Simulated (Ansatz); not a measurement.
All numbers below come from Ansatz, DFT PBE, scalar-relativistic, plane waves, PAW. Settings: cutoff 420 eV, Γ-centred meshes spaced at most about 0.3 Å⁻¹, and about 0.25 Å⁻¹ or finer for metals (2π included), Gaussian smearing. Collinear spin in cells that started with moments and kept them past the coarse steps, no spin elsewhere.

Temperature and zero-point effects are left out. All come from trial cells, and lower structures may exist.

Question: These unrelaxed guesses for Zn₂Si₂N are each relaxed within their symmetry. Order them by the energy at which they end, lowest first.
A.

```
Zn Si N
1.0
     3.35043    0.00000    0.00000
     0.00000    3.35043    0.00000
     0.00000    0.00000    7.12678
Zn Si N
2 2 1
Direct
  0.00000 0.00000 0.16787
  0.00000 0.00000 0.83213
  0.00000 0.50000 0.00000
  0.50000 0.00000 0.00000
  0.50000 0.50000 0.50000
```

B.

```
Zn Si N
1.0
     4.09529    0.00000    0.00000
    -2.04764    3.54662    0.00000
     0.00000    0.00000    5.49779
Zn Si N
2 2 1
Direct
  0.66667 0.33333 0.30432
  0.66667 0.33333 0.69568
  0.33333 0.66667 0.50000
  0.66667 0.33333 0.00000
  0.33333 0.66667 0.00000
```

C.

```
Zn Si N
1.0
     3.63700    0.00000    0.00000
     0.00000    3.63700    0.00000
     0.00000    0.00000    5.74559
Zn Si N
2 2 1
Direct
  0.00000 0.00000 0.26511
  0.00000 0.00000 0.73489
  0.00000 0.50000 0.50000
  0.50000 0.00000 0.50000
  0.00000 0.00000 0.00000
```

D.

```
Zn Si N
1.0
     3.09998   -3.22176    0.00000
     3.09998    3.22176    0.00000
     0.00000    0.00000    3.37207
Zn Si N
2 2 1
Cartesian
  1.5967 0.0000 0.0000
  4.6033 0.0000 0.0000
  3.1000 -1.6372 1.6860
  3.1000 1.6372 1.6860
  3.1000 0.0000 0.0000
```

Answer: B (ends in P-6m2, 0 meV/atom), D (ends in Cmmm, 137 meV/atom), C (ends in P4/mmm, 0.56 eV/atom), A (ends in P4/mmm, 0.70 eV/atom). Even the lowest end lies +0.20 eV/atom against the elements.

No dispersion correction is applied, so the spacing and binding between layers, chains or molecules are poorly described (Cmmm), and this can change margins and order among such cells. A magnetic state wasn't ruled out in cells without spin, among them P4/mmm at 14.6 Å³/atom. Another magnetic order may lie lower. Cells relaxed within their symmetry can be saddle points. Some structure types and database cells were kept out of the candidates from the start, so a known form may be missing.
